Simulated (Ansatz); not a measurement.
An Ansatz input:

```yaml
crystal:
  lattice:
    - [4.454487373, 0.0, 0.0]
    - [-2.2272436865, 3.8576992259, 0.0]
    - [0.0, 0.0, 7.2741778801]
  atoms:
    - { symbol: Ba, position: [0.3333333333, 0.6666666667, 0.25] }
    - { symbol: Ba, position: [0.6666666667, 0.3333333333, 0.75] }
hamiltonian:
  xc: pbesol
  pseudopotentials:
    kind: paw
    azcp:
      Ba: "pseudopotentials/Ba.paw.azcp"
basis:
  ecutwfc: 420
  fft_grid_basis: typed
kpoints:
  mp_grid: { grid: [8, 8, 5], shift: [0, 0, 0] }
magnetization:
  spin_polarized: false
scf:
  occupations: { method: fermi_dirac, width: 0.1 }
relax:
  max_steps: 60
  f_tol: 0.01
  cell: {}
```

Terminal output

```
Warning: the record states the generating functional pbe (its physics header spells it `PBE`), which answers neither for hamiltonian.xc's functional nor for the pbesol family's — results may be inconsistent (PPs are generated against a specific XC)
Engine: ansatz 0.2.0, x86_64-unknown-linux-gnu
Pseudopotentials: kind: paw
Pseudopotential: Ba, paw, valence charge 10, recommended cutoff 420 eV (normal) 
Functional definition: PBEsol
  exchange = pbesol_x
  correlation = pbesol_c
Crystal: 2 atoms, lattice volume = 125.000 Å³
Basis set: ecut = 420 eV, 2491 PW (Γ), exchange–correlation on 60×60×100 points (8 copies of the dense FFT grid, shifted against one another)
Bands: 14, of which v1, the nominal top of the filled ones, is band 10 counted from 1 (9 counted from 0)
Symmetry: 24 space group operations
Space group: P63/mmc (ITA 194), of the structure as read, at distance tolerance 5.0e-5 Å
k-points: 30 of 320
Non-local potential: Ba, projectors of the file, l = 0: 3, l = 1: 2, l = 2: 2, l = 3: 2
PAW form: soft (Blöchl's): semilocal exchange-correlation on the pseudo side does not see the compensation charge
PAW frozen core: Ba, regenerated for the run's functional, and the local potential with it (the file was generated under x = pbe(κ = 0.804, μ = 0.2195149727645171), c = pbe(β = 0.06672455060314922))
PAW one-centre angular grid: Ba, 194 points (default); XC on 64 Gauss nodes
Initial density: superposition of atomic densities (neutral atoms: chi_scale 0, normalization atom), corrected by the library's trained network
Initial wavefunctions: pseudopotential atomic-orbital guess
Functional: x = pbesol(κ = 0.804, μ = 0.12345679012345678), c = pbesol(β = 0.046)
SCF iter   1: F=—  HF=-11725.234974 eV  |F-HF|=—  |Δ(HF+E_count)|=         —  Δρ=1.83e-3  dr2=6.67e-3  ethr=1.77e-3  ⟨swp⟩=6.8  Hψ=2841  notcnv=0
SCF iter   2: F=—  HF=-11725.234515 eV  |F-HF|=—  |Δ(HF+E_count)|=   4.59e-4  Δρ=1.17e-3  dr2=3.30e-3  ethr=3.34e-5  ⟨swp⟩=2.2  Hψ=872  notcnv=0
SCF iter   3: F=—  HF=-11725.233903 eV  |F-HF|=—  |Δ(HF+E_count)|=   6.12e-4  Δρ=2.15e-4  dr2=9.75e-5  ethr=1.65e-5  ⟨swp⟩=1.3  Hψ=432  notcnv=0
SCF iter   4: F=—  HF=-11725.233898 eV  |F-HF|=—  |Δ(HF+E_count)|=   4.38e-6  Δρ=5.31e-5  dr2=2.24e-6  ethr=4.88e-7  ⟨swp⟩=3.0  Hψ=744  notcnv=0
SCF iter   5: F=—  HF=-11725.233899 eV  |F-HF|=—  |Δ(HF+E_count)|=   1.07e-6  Δρ=1.05e-5  dr2=1.67e-7  ethr=1.12e-8  ⟨swp⟩=2.5  Hψ=757  notcnv=0
SCF iter   6: F=-11725.233899 eV  HF=-11725.233899 eV  |F-HF|=1.82e-9  |Δ(HF+E_count)|=   7.54e-8  Δρ=1.76e-6  dr2=5.67e-9  ethr=5.00e-10  ⟨swp⟩=4.0  Hψ=1495  notcnv=0
SCF 1 converged in 6 iterations: F = -11725.233899 eV  dr2 = 5.67e-9
relax step   1: F+E_penalty+E_count = -11725.23389932 eV  Δ(F+E_penalty+E_count) = +0.000e0 eV  max|allowed force component| = 7.228e-18 eV/Å  Δτ_max = 0.0000 Å  P = -0.555 GPa  Ω = 125.000 Å³  (6 SCF iters, dr2 threshold 1.00e-7 eV, accepted)
Crystal: 2 atoms, lattice volume = 122.825 Å³
...
Basis set: ecut = 420 eV, 2273 PW (Γ), exchange–correlation on 60×60×96 points (8 copies of the dense FFT grid, shifted against one another)
Initial wavefunctions: pseudopotential atomic-orbital guess (no wavefunctions were taken with the density)
iter 1 solved again at ethr=2.74e-8 eV; its pass at ethr=3.10e-3 eV (dr2=5.48e-6 eV) is discarded
SCF iter   1: F=—  HF=-11725.249758 eV  |F-HF|=—  |Δ(HF+E_count)|=         —  Δρ=9.81e-6  dr2=4.70e-8  ethr=2.74e-8  ⟨swp⟩=3.7  Hψ=4291  notcnv=0
SCF iter   2: F=—  HF=-11725.249757 eV  |F-HF|=—  |Δ(HF+E_count)|=   1.44e-6  Δρ=5.38e-6  dr2=2.31e-8  ethr=2.35e-10  ⟨swp⟩=2.8  Hψ=717  notcnv=0
SCF iter   3: F=—  HF=-11725.249757 eV  |F-HF|=—  |Δ(HF+E_count)|=   6.06e-9  Δρ=1.08e-6  dr2=4.89e-10  ethr=1.15e-10  ⟨swp⟩=2.8  Hψ=700  notcnv=0
SCF iter   4: F=—  HF=-11725.249757 eV  |F-HF|=—  |Δ(HF+E_count)|=  3.24e-10  Δρ=1.97e-7  dr2=2.85e-11  ethr=2.44e-12  ⟨swp⟩=1.9  Hψ=649  notcnv=0
SCF iter   5: F=-11725.249757 eV  HF=-11725.249757 eV  |F-HF|=0.00e0  |Δ(HF+E_count)|=  1.64e-11  Δρ=2.49e-8  dr2=8.01e-13  ethr=1.00e-12  ⟨swp⟩=5.9  Hψ=1876  notcnv=0
SCF 4 converged in 5 iterations: F = -11725.249757 eV  dr2 = 8.01e-13
relax step   4: F+E_penalty+E_count = -11725.24975706 eV  Δ(F+E_penalty+E_count) = +4.365e-5 eV  max|allowed force component| = 1.446e-18 eV/Å  Δτ_max = 0.0000 Å  P = +0.026 GPa  Ω = 115.856 Å³  stress off target by 4.23e-2 GPa  SCF on the basis re-selected at this cell (its energy is not comparable with the rows above)  (5 SCF iters)
basis re-selected at this cell: Δ(F+E_penalty+E_count) = +4.365e-5 eV, ΔP = -0.000 GPa vs the last step (what re-selecting the basis moved, of the pressure what is left beyond the Pulay correction that the steps carried, after the strain that the cell walked since its last selection, with what the two solves' SCF thresholds leave and, on support functions, any second-order correction that the steps lacked; it is no measure of the basis error at this ecutwfc). The dense FFT grid was sized anew with the basis: this SCF ran on 30×30×48 points, the steps before it on 30×30×50, so part of this shift can come from that change (see relax.cell in the input reference). This SCF's stress stands 4.23e-2 GPa from its target on what of the cell is left free (relax.cell.stress_tol is 5.00e-2 GPa) and its largest allowed force component is 1.45e-18 eV/Å (relax.f_tol is 1.00e-2 eV/Å): within both
SCF converged after 5 iterations
Free energy (F): -11725.249757 eV
Harris-Foulkes:  -11725.249757 eV  (|F-HF|=0.00e0)
Internal energy: -11725.147682 eV  (E = F + TS)
E sigma→0 (E₀):  -11725.198719 eV
Entropy (-TS):   -0.102075 eV (-51.038 meV/atom)
Fermi energy:    6.388884 eV
--- Per-component energies (eV) ---
  E_band       = -155.855203
  E_kinetic    = 334.028841
  E_local      = -714.378980  (includes V_loc(G=0)·N_el)
  E_nonlocal   = 117.162253
  E_hartree    = 224.310929
  E_xc         = -330.675543
  E_vxc        = -267.276479  (∫ρ·V_xc dr)
  E_paw        = -10281.056307  (= ΣΔE_a)
  E_vpaw       = -74.012701  (= ΣTr[D̂ρ^β])
  E_aug_tail   = -0.000004  (compensation charges beyond the density's cutoff)
  E_ewald      = -1074.841737
  E_core_change = 0.302866  (= ΣΔE_core)
  E_smearing   = -0.102075  (= −TS)
  E_closure    = 0.000000  (closes the sum)
  Σ components = -11725.249757   (vs F -11725.249757, Δ=0.00e0)
--- Forces (eV/Å), atoms counted from 1 ---
  atom   1  Ba    -0.00000000    -0.00000000     0.00000000
  atom   2  Ba     0.00000000     0.00000000    -0.00000000
  max |Σ_I F_I| component: 1.73e-18 eV/Å
--- Stress (GPa, compression-positive) ---
        0.042272       0.000000       0.000000
        0.000000       0.042272       0.000000
        0.000000       0.000000      -0.007469
  P = ⅓ Tr σ = 0.0257 GPa (0.257 kbar)
--- Relaxed structure (3 steps of the walk, 3 accepted, 1 SCFs on fresh bases) ---
  F+E_penalty+E_count = -11725.24975706 eV   max|allowed force component| = 1.446e-18 eV/Å   (the final SCF, on the basis selected at the relaxed cell)
  cell:  # Å, volume = 115.8563 Å³
    - [4.340384242320011, -1.1438707491438018e-34, 4.071220994573236e-18]
    - [-2.1701921211600057, 3.758883016034803, -2.035610497286619e-18]
    - [6.648303884091097e-18, -2.2415291200063493e-33, 7.101212705801061]
  atoms:
    - { symbol: Ba, position: [0.33333333333333337, 0.6666666666666667, 0.25] }
    - { symbol: Ba, position: [0.6666666666666666, 0.33333333333333337, 0.7500000000000001] }
```

Launched by

```sh
ansatz run input.yaml --threads 2 --pin off --max-ram 5120MiB --backend cpu --events-out ev --progress --plain --runs-dir out
```

On 2 threads of Intel(R) Xeon(R) 6975P-C (Granite Rapids) (shared host) this took about 3.5 s of wall time and 6.5 s of CPU time.
